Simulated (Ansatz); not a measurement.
LaN:
```
LaN
1.0
    0.00000     2.77323     2.77323
    2.77323     0.00000     2.77323
    2.77323     2.77323     0.00000
N La
1 1
Direct
  0.25000   0.25000   0.25000
  0.00000   0.00000   0.00000
```

Cartesian axes are those of the cell as given.

Give the proper piezoelectric stress tensor with relaxed ions from PBEsol in the plane-wave PAW code Ansatz.

In C/m², rows x, y, z, Voigt columns; mesh uncertainty up to 0.04.
```
 0.00   0.00   0.00  -0.31   0.00   0.00
 0.00   0.00   0.00   0.00  -0.31   0.00
 0.00   0.00   0.00   0.00   0.00  -0.31
```

The elastic tensor of the same run (GPa):

```
 104  86.0  86.0   0.0   0.0   0.0
86.0   104  86.0   0.0   0.0   0.0
86.0  86.0   104   0.0   0.0   0.0
 0.0   0.0   0.0  30.5   0.0   0.0
 0.0   0.0   0.0   0.0  30.5   0.0
 0.0   0.0   0.0   0.0   0.0  30.5
```

Convert to strain constants d = e·S.

In pC/N:
```
  0.0    0.0    0.0  -10.0    0.0    0.0
  0.0    0.0    0.0    0.0  -10.0    0.0
  0.0    0.0    0.0    0.0    0.0  -10.0
```

Space group F-43m (zinc blende). The start of the workflow was typed in or built on a structure type; neither database checked (COD, Materials Project) lists it. COD files the formula under space group No. 225, so this cell is another polymorph or a model. Its standing as an ambient phase is unchecked. Symmetry was held in the PBEsol relaxation; phonons on a q-mesh show no instability. Spin–orbit coupling is left out wherever it is not named.

Potentials: the later of the program's two PAW sets.
